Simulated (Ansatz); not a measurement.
IrPt2F6 in Ansatz, relaxation

input.yaml:

```yaml
crystal:
  lattice:
    - [2.58735, 4.481421, 0.0]
    - [-2.58735, 4.481421, 0.0]
    - [0.0, 0.0, 4.154023]
  atoms:
    - { symbol: Ir, position: [0.0, 0.0, 0.5] }
    - { symbol: Pt, position: [0.6667, 0.6666, 0.20338] }
    - { symbol: Pt, position: [0.3333, 0.3334, 0.79662] }
    - { symbol: F, position: [0.15652, 0.15648, 0.2798] }
    - { symbol: F, position: [0.687, 0.15652, 0.2798] }
    - { symbol: F, position: [0.15648, 0.687, 0.2798] }
    - { symbol: F, position: [0.313, 0.84352, 0.7202] }
    - { symbol: F, position: [0.84352, 0.84348, 0.7202] }
    - { symbol: F, position: [0.84348, 0.313, 0.7202] }
  symmetry: { tolerance: 0.0003 }
kpoints:
  mp_grid: { grid: [6, 6, 4], shift: [0, 0, 0] }
magnetization:
  spin_polarized: false
scf:
  occupations: { method: fermi_dirac, width: 0.0167 }
  lower_state_search: "off"
hamiltonian:
  pseudopotentials: { kind: paw }
  xc: pbe
basis:
  ecutwfc: 420
  fft_grid_basis: typed
relax:
  max_steps: 60
  cell: { p_target: 0.0 }
output:
  forces: true
  stress: true
  eigenvalues: true
  bader: true
  populations: true
  elf: true
  write_potential: true
  volumetric_format: npy
  dos:
    e_range: [-12, 8]
    de: 0.05
    projected: { site_lists: { F: [F], Ir: [Ir], Pt: [Pt] } }
checkpoint:
  read: saved_state
```

The command:

```bash
ansatz run input.yaml --threads 2 --pin off --max-ram 2560MiB --backend cpu --events-out ev --progress --plain --runs-dir out
```

Origin of the cell: a known structure type with other elements, at an estimated volume, so it need not be a known compound.

The saved state is a converged single point of the same cell.

Steps («new basis» is an SCF on plane waves selected anew at the same cell):

```csv
step,ΔF (meV/atom),max force component (eV/Å),P (GPa),volume (Å³),SCF iterations,step was
1,0.0,10.051,89.88,96.33,6,accepted
3,-970.2,1.178,7.03,116.57,11,accepted
5,-1011.3,0.135,-1.18,116.42,10,accepted
7,-1019.8,0.152,-0.40,112.47,9,accepted
9,-1023.7,0.043,-1.17,111.98,8,accepted
11,-1024.3,0.001,0.00,111.15,6,accepted
13,-1081.1,0.101,2.48,114.61,8,accepted
15,-1081.6,0.054,0.61,122.97,9,accepted
17,-1077.5,0.156,-0.66,136.27,10,accepted
19,-1096.3,0.331,-0.47,140.38,11,accepted
21,-1100.6,0.432,5.27,137.49,10,rejected
23,-1108.7,0.039,0.36,142.38,10,accepted
25,-1108.5,0.001,-0.01,142.62,8,accepted
27,-1191.0,0.061,1.71,152.51,11,accepted
29,-1193.7,0.025,0.09,159.70,9,accepted
31,-1193.9,0.002,0.00,159.47,7,accepted
33,-1208.5,0.025,0.62,164.76,9,accepted
35,-1207.7,0.004,0.00,169.00,10,accepted
37,-1213.7,0.023,0.28,172.67,9,accepted
39,-1213.1,0.005,0.00,174.54,13,accepted
41,-1215.6,0.004,0.08,177.25,10,accepted
43,-1215.2,0.001,0.01,178.53,9,accepted
45,-1216.4,0.004,0.03,180.73,10,accepted
47,-1216.2,0.000,0.00,181.40,7,accepted
49,-1216.9,0.002,0.01,183.12,11,accepted
51,-1217.5,0.000,0.02,183.46,8,new basis
53,-1217.0,0.000,0.00,184.88,11,accepted
55,-1217.3,0.000,0.00,185.69,11,accepted
57,-1217.6,0.000,0.01,185.94,8,new basis
```

Step 1, with forces in eV/Å:

```xyz
9
Lattice="2.587 4.481 0.000 -2.587 4.481 0.000 0.000 0.000 4.154" Properties=species:S:1:pos:R:3:forces:R:3 pbc="T T T" step=1
Ir    0.000    0.000    2.077    0.000    0.000    0.000
Pt    0.000    5.975    0.845    0.000    0.000   -0.683
Pt    0.000    2.988    3.309    0.000    0.000    0.683
F     0.000    1.403    1.162    0.000   10.051   -6.377
F     1.373    3.780    1.162   -8.704   -5.025   -6.377
F    -1.373    3.780    1.162    8.704   -5.025   -6.377
F    -1.373    5.183    2.992    8.704    5.025    6.377
F     0.000    7.560    2.992    0.000  -10.051    6.377
F     1.373    5.183    2.992   -8.704    5.025    6.377
```

Step 4, with forces in eV/Å:

```xyz
9
Lattice="2.792 4.836 0.000 -2.792 4.836 0.000 0.000 0.000 4.372" Properties=species:S:1:pos:R:3:forces:R:3 pbc="T T T" step=4
Ir    0.000    0.000    2.186    0.000    0.000    0.000
Pt    0.000    6.448    0.775    0.000    0.000   -0.264
Pt    0.000    3.224    3.597    0.000    0.000    0.264
F     0.000    1.673    1.204    0.000    0.339   -0.163
F     1.343    4.000    1.204   -0.293   -0.169   -0.163
F    -1.343    4.000    1.204    0.293   -0.169   -0.163
F    -1.343    5.673    3.168    0.293    0.169    0.163
F     0.000    7.999    3.168    0.000   -0.339    0.163
F     1.343    5.673    3.168   -0.293    0.169    0.163
```

Step 6, with forces in eV/Å:

```xyz
9
Lattice="2.844 4.927 0.000 -2.844 4.927 0.000 0.000 0.000 4.084" Properties=species:S:1:pos:R:3:forces:R:3 pbc="T T T" step=6
Ir    0.000    0.000    2.042    0.000    0.000    0.000
Pt    0.000    6.569    0.692    0.000    0.000    0.131
Pt    0.000    3.284    3.392    0.000    0.000   -0.131
F     0.000    1.765    1.126    0.000   -0.115    0.139
F     1.316    4.044    1.126    0.100    0.058    0.139
F    -1.316    4.044    1.126   -0.100    0.058    0.139
F    -1.316    5.809    2.958   -0.100   -0.058   -0.139
F     0.000    8.088    2.958    0.000    0.115   -0.139
F     1.316    5.809    2.958    0.100   -0.058   -0.139
```

Step 9, with forces in eV/Å:

```xyz
9
Lattice="2.870 4.970 0.000 -2.870 4.970 0.000 0.000 0.000 3.926" Properties=species:S:1:pos:R:3:forces:R:3 pbc="T T T" step=9
Ir    0.000    0.000    1.963    0.000    0.000    0.000
Pt    0.000    6.627    0.874    0.000    0.000   -0.012
Pt    0.000    3.314    3.052    0.000    0.000    0.012
F     0.000    1.791    1.094    0.000   -0.043    0.023
F     1.318    4.075    1.094    0.038    0.022    0.023
F    -1.318    4.075    1.094   -0.038    0.022    0.023
F    -1.318    5.866    2.831   -0.038   -0.022   -0.023
F     0.000    8.149    2.831    0.000    0.043   -0.023
F     1.318    5.866    2.831    0.038   -0.022   -0.023
```

Step 12, with forces in eV/Å:

```xyz
9
Lattice="2.864 4.960 0.000 -2.864 4.960 0.000 0.000 0.000 3.913" Properties=species:S:1:pos:R:3:forces:R:3 pbc="T T T" step=12
Ir    0.000    0.000    1.957    0.000    0.000    0.000
Pt    0.000    6.613    0.860    0.000    0.000    0.002
Pt    0.000    3.307    3.053    0.000    0.000   -0.002
F     0.000    1.789    1.090    0.000    0.010   -0.007
F     1.314    4.065    1.090   -0.008   -0.005   -0.007
F    -1.314    4.065    1.090    0.008   -0.005   -0.007
F    -1.314    5.854    2.823    0.008    0.005    0.007
F     0.000    8.131    2.823    0.000   -0.010    0.007
F     1.314    5.854    2.823   -0.008    0.005    0.007
```

Step 15, with forces in eV/Å:

```xyz
9
Lattice="3.014 5.220 0.000 -3.014 5.220 0.000 0.000 0.000 3.908" Properties=species:S:1:pos:R:3:forces:R:3 pbc="T T T" step=15
Ir    0.000    0.000    1.954    0.000    0.000    0.000
Pt    0.000    6.960    1.268    0.000    0.000   -0.001
Pt    0.000    3.480    2.640    0.000    0.000    0.001
F     0.000    1.784    1.069    0.000   -0.040   -0.054
F     1.469    4.328    1.069    0.034    0.020   -0.054
F    -1.469    4.328    1.069   -0.034    0.020   -0.054
F    -1.469    6.112    2.839   -0.034   -0.020    0.054
F     0.000    8.656    2.839    0.000    0.040    0.054
F     1.469    6.112    2.839    0.034   -0.020    0.054
```

Step 18, with forces in eV/Å:

```xyz
9
Lattice="3.084 5.342 0.000 -3.084 5.342 0.000 0.000 0.000 4.204" Properties=species:S:1:pos:R:3:forces:R:3 pbc="T T T" step=18
Ir    0.000    0.000    2.102    0.000    0.000    0.000
Pt    0.000    7.123    1.958    0.000    0.000    0.220
Pt    0.000    3.562    2.246    0.000    0.000   -0.220
F     0.000    1.679    1.088    0.000   -0.031   -0.082
F     1.630    4.503    1.088    0.027    0.016   -0.082
F    -1.630    4.503    1.088   -0.027    0.016   -0.082
F    -1.630    6.182    3.115   -0.027   -0.016    0.082
F     0.000    9.005    3.115    0.000    0.031    0.082
F     1.630    6.182    3.115    0.027   -0.016    0.082
```

Step 20, with forces in eV/Å:

```xyz
9
Lattice="3.113 5.391 0.000 -3.113 5.391 0.000 0.000 0.000 4.229" Properties=species:S:1:pos:R:3:forces:R:3 pbc="T T T" step=20
Ir    0.000    0.000    2.115    0.000    0.000    0.000
Pt    0.000    7.188    2.360    0.000    0.000    0.211
Pt    0.000    3.594    1.869    0.000    0.000   -0.211
F     0.000    1.623    1.031    0.000    0.082    0.031
F     1.707    4.580    1.031   -0.071   -0.041    0.031
F    -1.707    4.580    1.031    0.071   -0.041    0.031
F    -1.707    6.203    3.198    0.071    0.041   -0.031
F     0.000    9.159    3.198    0.000   -0.082   -0.031
F     1.707    6.203    3.198   -0.071    0.041   -0.031
```

Step 26, with forces in eV/Å:

```xyz
9
Lattice="3.137 5.433 0.000 -3.137 5.433 0.000 0.000 0.000 4.184" Properties=species:S:1:pos:R:3:forces:R:3 pbc="T T T" step=26
Ir    0.000    0.000    2.092    0.000    0.000    0.000
Pt    0.000    7.244    2.452    0.000    0.000   -0.003
Pt    0.000    3.622    1.733    0.000    0.000    0.003
F     0.000    1.631    1.018    0.000    0.011   -0.011
F     1.725    4.618    1.018   -0.010   -0.006   -0.011
F    -1.725    4.618    1.018    0.010   -0.006   -0.011
F    -1.725    6.248    3.167    0.010    0.006    0.011
F     0.000    9.235    3.167    0.000   -0.011    0.011
F     1.725    6.248    3.167   -0.010    0.006    0.011
```

Step 28, with forces in eV/Å:

```xyz
9
Lattice="3.244 5.619 0.000 -3.244 5.619 0.000 0.000 0.000 4.367" Properties=species:S:1:pos:R:3:forces:R:3 pbc="T T T" step=28
Ir    0.000    0.000    2.183    0.000    0.000    0.000
Pt    0.000    7.492    2.802    0.000    0.000    0.035
Pt    0.000    3.746    1.565    0.000    0.000   -0.035
F     0.000    1.657    1.125    0.000    0.081   -0.019
F     1.809    4.791    1.125   -0.070   -0.040   -0.019
F    -1.809    4.791    1.125    0.070   -0.040   -0.019
F    -1.809    6.447    3.242    0.070    0.040    0.019
F     0.000    9.581    3.242    0.000   -0.081    0.019
F     1.809    6.447    3.242   -0.070    0.040    0.019
```

Step 33, with forces in eV/Å:

```xyz
9
Lattice="3.238 5.608 0.000 -3.238 5.608 0.000 0.000 0.000 4.538" Properties=species:S:1:pos:R:3:forces:R:3 pbc="T T T" step=33
Ir    0.000    0.000    2.269    0.000    0.000    0.000
Pt    0.000    7.477    2.954    0.000    0.000   -0.011
Pt    0.000    3.738    1.584    0.000    0.000    0.011
F     0.000    1.652    1.192    0.000   -0.024   -0.025
F     1.807    4.781    1.192    0.021    0.012   -0.025
F    -1.807    4.781    1.192   -0.021    0.012   -0.025
F    -1.807    6.434    3.346   -0.021   -0.012    0.025
F     0.000    9.563    3.346    0.000    0.024    0.025
F     1.807    6.434    3.346    0.021   -0.012    0.025
```

Step 37, with forces in eV/Å:

```xyz
9
Lattice="3.232 5.598 0.000 -3.232 5.598 0.000 0.000 0.000 4.773" Properties=species:S:1:pos:R:3:forces:R:3 pbc="T T T" step=37
Ir    0.000    0.000    2.386    0.000    0.000    0.000
Pt    0.000    7.463    3.126    0.000    0.000   -0.014
Pt    0.000    3.732    1.647    0.000    0.000    0.014
F     0.000    1.640    1.287    0.000   -0.015   -0.023
F     1.812    4.778    1.287    0.013    0.007   -0.023
F    -1.812    4.778    1.287   -0.013    0.007   -0.023
F    -1.812    6.417    3.486   -0.013   -0.007    0.023
F     0.000    9.555    3.486    0.000    0.015    0.023
F     1.812    6.417    3.486    0.013   -0.007    0.023
```

Step 57, with forces in eV/Å:

```xyz
9
Lattice="3.224 5.584 0.000 -3.224 5.584 0.000 0.000 0.000 5.165" Properties=species:S:1:pos:R:3:forces:R:3 pbc="T T T" step=57
Ir    0.000    0.000    2.583    0.000    0.000    0.000
Pt    0.000    7.445    3.355    0.000    0.000    0.000
Pt    0.000    3.722    1.810    0.000    0.000    0.000
F     0.000    1.627    1.460    0.000    0.000    0.000
F     1.815    4.770    1.460    0.000    0.000    0.000
F    -1.815    4.770    1.460    0.000    0.000    0.000
F    -1.815    6.397    3.705    0.000    0.000    0.000
F     0.000    9.541    3.705    0.000    0.000    0.000
F     1.815    6.397    3.705    0.000    0.000    0.000
```

| Quantity | Value |
| --- | --- |
| Free energy lowered by | 1217.6 meV/atom |
| Volume change | 93.02 % |
| Final pressure | 0.01 GPa |
| Relaxation steps listed | 57 |

Caveats: no moments, though an odd count or open d shells may carry them; no spin-orbit coupling, though heavy elements are present; the given cell is far from equilibrium, with atoms too close or a volume far off; the k mesh is coarse if the cell is a metal; the relaxation held the start's symmetry, so the end may be a saddle point.

It ran for 14 min on 2 threads of Arm Neoverse N1, on a shared host, peak memory 0.58 GiB, from a saved density.
